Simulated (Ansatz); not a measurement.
BeS:
```
CELL_PARAMETERS angstrom
      5.92054     0.00000     0.00000
      0.00000     3.48543     0.00000
      0.00000     0.00000     5.96941
ATOMIC_POSITIONS crystal
  Be 0.14523 0.25000 0.90518
  Be 0.35477 0.75000 0.40518
  Be 0.85477 0.75000 0.09482
  Be 0.64523 0.25000 0.59482
  S  0.78245 0.25000 0.91508
  S  0.71755 0.75000 0.41508
  S  0.21755 0.75000 0.08492
  S  0.28245 0.25000 0.58492
```

Relaxed with r²SCAN+D4.

Q: Map the electron localisation function on the plane through (0.145, 0.250, 0.905) spanned by u = [1, 0, 0] and v = [0, 0, 1] in lattice vectors, from plane-wave PAW r²SCAN+D4 (Ansatz code).

A: x is the fraction of u, y of v (the angle between them is 90°; rows are the nearest grid lines); atoms in the plane: Be at (0.00, 0.00), Be at (0.50, 0.69), S at (0.64, 0.01), S at (0.14, 0.68).
```
y \ x   0.000  0.100  0.167  0.267  0.367  0.467  0.533  0.633  0.733  0.833  0.900   1.00
------  -----  -----  -----  -----  -----  -----  -----  -----  -----  -----  -----  -----
1.00    0.000  0.043  0.106  0.029  0.160  0.831  0.789  0.001  0.767  0.888  0.502  0.000
0.933   0.058  0.517  0.477  0.143  0.102  0.825  0.898  0.602  0.854  0.855  0.413  0.058
0.833   0.873  0.928  0.876  0.758  0.277  0.614  0.910  0.896  0.746  0.299  0.203  0.873
0.767   0.890  0.821  0.714  0.881  0.698  0.067  0.353  0.643  0.334  0.060  0.306  0.890
0.700   0.860  0.082  0.031  0.890  0.833  0.001  0.001  0.110  0.061  0.038  0.475  0.860
0.600   0.860  0.688  0.518  0.774  0.473  0.042  0.084  0.171  0.049  0.027  0.446  0.860
0.533   0.782  0.840  0.782  0.582  0.154  0.121  0.193  0.153  0.044  0.016  0.214  0.782
0.467   0.394  0.610  0.565  0.255  0.047  0.076  0.104  0.076  0.028  0.009  0.038  0.394
0.400   0.032  0.081  0.094  0.045  0.017  0.031  0.038  0.030  0.015  0.006  0.009  0.032
0.300   0.030  0.030  0.023  0.011  0.006  0.016  0.033  0.061  0.047  0.016  0.017  0.030
0.233   0.082  0.080  0.051  0.016  0.012  0.173  0.409  0.528  0.322  0.058  0.040  0.082
0.167   0.155  0.175  0.102  0.023  0.040  0.648  0.806  0.808  0.644  0.231  0.089  0.155
0.0667  0.012  0.125  0.121  0.024  0.153  0.824  0.841  0.217  0.730  0.755  0.295  0.012
0.000   0.000  0.043  0.106  0.029  0.160  0.831  0.789  0.001  0.767  0.888  0.502  0.000
```

The density is the valence pseudo-density with augmentation charge, so density and ELF within about 1 Å of a nucleus are not all-electron values.

Space group Pnma. The start of the workflow was typed in or built on a structure type; neither database checked (COD, Materials Project) lists it. COD files the formula under space group No. 216, so this cell is another polymorph or a model. Its standing as an ambient phase is unchecked. The r²SCAN+D4 relaxation kept the symmetry of its start; its stability against distortions is not shown here. The volume moved by 24 % from the start of the relaxation.

Potentials: the later of the program's two PAW sets.
